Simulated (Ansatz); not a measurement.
SrTl (CsCl type)

```yaml
crystal:
  lattice:
    - [4.06285, 0.00000, 0.00000]
    - [0.00000, 4.06285, 0.00000]
    - [0.00000, 0.00000, 4.06285]
  atoms:
    - { symbol: Sr, position: [0.00000, 0.00000, 0.00000] }
    - { symbol: Tl, position: [0.50000, 0.50000, 0.50000] }
```

The slice is a {100} plane (indices of the conventional cell) through the point (0.000, 0.000, 0.000) (fractional), spanned by u = [100] and v = [010] in vectors of this cell: u (4.06 Å) and v (4.06 Å, at 90° to u). It covers one period; positions are fractions (u, v).

Calculation: r2SCAN (plane waves to 500 eV, PAW, scalar-relativistic; Ansatz, an electronic-structure program). k mesh 12×12×12. Near the nuclei the fields are pseudised (PAW); where an atom keeps semicore shells as valence, they peak there. Spin-orbit coupling is left out, though Tl is heavy. SrTl was relaxed with its symmetry unable to fall.

Three fields on this plane, each scaled to ten steps between its own extremes (0 low, 9 high; the total valence density on a logarithmic scale, the potential cut 8 eV below its top; x marks points blanked near nuclei; v = 0 in the bottom row):

Map A
```
|xxxxxxxx96200000000000269xxxxxxx|
|xxxxxxxx95100000000000159xxxxxxx|
|xxxxxxxx84100000000000148xxxxxxx|
|xxxxxxx9620000011100000269xxxxxx|
|xxxxxxx7410000111110000147xxxxxx|
|xxxxxx852000011222110000258xxxxx|
|xxxx9752000011233321100002579xxx|
|99986420000012333332100000246899|
|66542100000123344433210000012456|
|22110000001234444444321000000112|
|00000000012344444444432100000000|
|00000001123444445444443211000000|
|00000011234444555554444321100000|
|00000112334445555555444332110000|
|00001123344445555555444433211000|
|00001123344455555555544433211000|
|00001123344445555555444433211000|
|00000112334445555555444332110000|
|00000011234444555554444321100000|
|00000001123444445444443211000000|
|00000000012344444444432100000000|
|22110000001234444444321000000112|
|66542100000123344433210000012456|
|99986420000012333332100000246899|
|xxxx9752000011233321100002579xxx|
|xxxxxx852000011222110000258xxxxx|
|xxxxxxx7410000111110000147xxxxxx|
|xxxxxxx9620000011100000269xxxxxx|
|xxxxxxxx84100000000000148xxxxxxx|
|xxxxxxxx95100000000000159xxxxxxx|
|xxxxxxxx96200000000000269xxxxxxx|
|xxxxxxxx96200000000000269xxxxxxx|
```

Map B
```
|xxxxxxxx00013556665531000xxxxxxx|
|xxxxxxxx00023566666532000xxxxxxx|
|xxxxxxxx00024566666542000xxxxxxx|
|xxxxxxx0001345677765431000xxxxxx|
|xxxxxxx0002456777776542000xxxxxx|
|xxxxxx000135667777766531000xxxxx|
|xxxx0000134567788877654310000xxx|
|00000001345677888887765431000000|
|00000013456778888888776543100000|
|00001234567788899988877654321000|
|11223455677889999999887765543221|
|33344566778899999999988776654433|
|45555667788999999999998877665555|
|55666777888999999999998887776665|
|66667778889999999999999888777666|
|66667778889999999999999888777666|
|66667778889999999999999888777666|
|55666777888999999999998887776665|
|45555667788999999999998877665555|
|33344566778899999999988776654433|
|11223455677889999999887765543221|
|00001234567788899988877654321000|
|00000013456778888888776543100000|
|00000001345677888887765431000000|
|xxxx0000134567788877654310000xxx|
|xxxxxx000135667777766531000xxxxx|
|xxxxxxx0002456777776542000xxxxxx|
|xxxxxxx0001345677765431000xxxxxx|
|xxxxxxxx00024566666542000xxxxxxx|
|xxxxxxxx00023566666532000xxxxxxx|
|xxxxxxxx00013556665531000xxxxxxx|
|xxxxxxxx00013456665431000xxxxxxx|
```

Map C
```
|xxxxxxxx97531000000013579xxxxxxx|
|xxxxxxxx97421000000012479xxxxxxx|
|xxxxxxxx86421000000012468xxxxxxx|
|xxxxxxx9753210000000123579xxxxxx|
|xxxxxxx8643211000001123468xxxxxx|
|xxxxxx875321111111111123578xxxxx|
|xxxx9875432111111111112345789xxx|
|99987654322111111111112234567899|
|77765433222112222222112223345677|
|55443322222222222222222222233445|
|33222211112222222222222111122223|
|11111111112222222222222111111111|
|00000111122222222222222211110000|
|00000011122222333332222211100000|
|00000011122222333332222211100000|
|00000011122222333332222211100000|
|00000011122222333332222211100000|
|00000011122222333332222211100000|
|00000111122222222222222211110000|
|11111111112222222222222111111111|
|33222211112222222222222111122223|
|55443322222222222222222222233445|
|77765433222112222222112223345677|
|99987654322111111111112234567899|
|xxxx9875432111111111112345789xxx|
|xxxxxx875321111111111123578xxxxx|
|xxxxxxx8643211000001123468xxxxxx|
|xxxxxxx9753210000000123579xxxxxx|
|xxxxxxxx86421000000012468xxxxxxx|
|xxxxxxxx97421000000012479xxxxxxx|
|xxxxxxxx97531000000013579xxxxxxx|
|xxxxxxxx97531000000013579xxxxxxx|
```

Task: Assign the maps to these fields: electron localisation function (ELF); valence electron density; electrostatic potential energy of an electron, from the cell's mean.

Result: A is the electron localisation function (ELF); B is the electrostatic potential energy of an electron, from the cell's mean; C is the valence electron density.
